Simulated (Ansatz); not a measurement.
CsPbCl₃:
```xyz
5
Lattice="5.6155 0.0000 0.0000 0.0000 5.6155 0.0000 0.0000 0.0000 5.6155" Properties=species:S:1:pos:R:3 pbc="T T T"
Cs     0.0000     0.0000     0.0000
Pb     2.8078     2.8078     2.8078
Cl     0.0000     2.8078     2.8078
Cl     2.8078     2.8078     0.0000
Cl     2.8078     0.0000     2.8078
```

Relaxed with PBEsol. Special points in fractions of this cell's reciprocal vectors: Γ (0.000, 0.000, 0.000); X (0.000, 0.500, 0.000); M (0.500, 0.500, 0.000); R (0.500, 0.500, 0.500).

Task: List the band energies nearest the valence-band maximum at these points for PBEsol in the plane-wave PAW code Ansatz.

Result: In eV from the valence-band maximum; about four levels below and three above (degenerate sets whole), none deeper than 8.9 eV; points with the same levels are listed once.

| k | below | above |
|---|---|---|
| Γ | -2.60 -2.60 -2.60 -2.49 -2.49 -2.49 | 3.23 4.24 4.24 |
| X | -2.70 -2.70 -2.60 -2.60 -1.68 | 2.93 4.61 5.16 |
| M | -2.79 -2.79 -2.73 -2.18 -0.81 | 2.42 2.42 4.83 |
| R | -2.17 -2.17 -2.17 0.00 | 1.83 1.83 1.83 |

Space group Pm-3m (cubic perovskite). This is a known high-temperature phase of the composition, computed here at zero pressure and temperature. Symmetry was held in the PBEsol relaxation; whether a distortion lowers the energy is not shown. Scalar-relativistic: spin–orbit coupling is off unless named, which matters more the heavier the elements.

Potentials: the later of the program's two PAW sets.
